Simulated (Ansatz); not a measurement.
A geometry of Te away from equilibrium: the start of the relaxation of a generated cell, Te placed in the trigonal-Se structure type. Level of theory: PBE (plane waves to 420 eV, PAW, scalar-relativistic; Ansatz, a first-principles code). Γ-centred k-mesh 5×5×4 on the run's cell (coarser than for final values), Fermi–Dirac smearing 0.05 eV.

```xyz
3
Lattice="5.0778 0.0000 0.0000 -2.5389 4.3975 0.0000 0.0000 0.0000 5.7610" Properties=species:S:1:pos:R:3 pbc="T T T"
Te     1.1445     0.0000     4.8008
Te    -0.5723     0.9912     0.9602
Te     1.9666     3.4063     2.8805
```

Q: What forces act on the atoms (eV/Å)?

A: 
```
atom     Fx     Fy    Fz
----  -----  -----  ----
Te1    0.45   0.00  0.00
Te2   -0.22   0.39  0.00
Te3   -0.22  -0.39  0.00
```

Q: What is the pressure?

A: +0.5 GPa, compression positive.

No spin polarisation in the result.

The run could not lose the symmetry of its start.
